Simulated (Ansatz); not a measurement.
A geometry of Zr away from equilibrium: the start of the relaxation of a relaxed Zr cell deformed by the Cartesian strain tensor (xx, yy, zz, yz, xz, xy) = (0.019, -0.112, -0.137, 0.028, 0.028, 0.016). Calculation: PBE (plane waves to 420 eV, PAW, scalar-relativistic; Ansatz, an electronic-structure program). Γ-centred k-mesh 12×13×7 on the run's cell (coarser than for final values), Fermi–Dirac smearing 0.05 eV.

```xyz
2
Lattice="3.2930 0.0533 0.0889 -1.6003 2.4585 0.0339 0.1423 0.1449 4.4648" Properties=species:S:1:pos:R:3 pbc="T T T"
Zr     0.1375     1.7654     3.4009
Zr     1.6975     0.8913     1.1868
```

What forces act on the atoms (eV/Å)?


```tsv
atom	Fx	Fy	Fz
Zr1	0.00	-0.47	0.10
Zr2	0.00	0.47	-0.10
```

What is the pressure?

+34.2 GPa, compression positive.

No spin polarisation in the result.

The run could not lose the symmetry of its start.
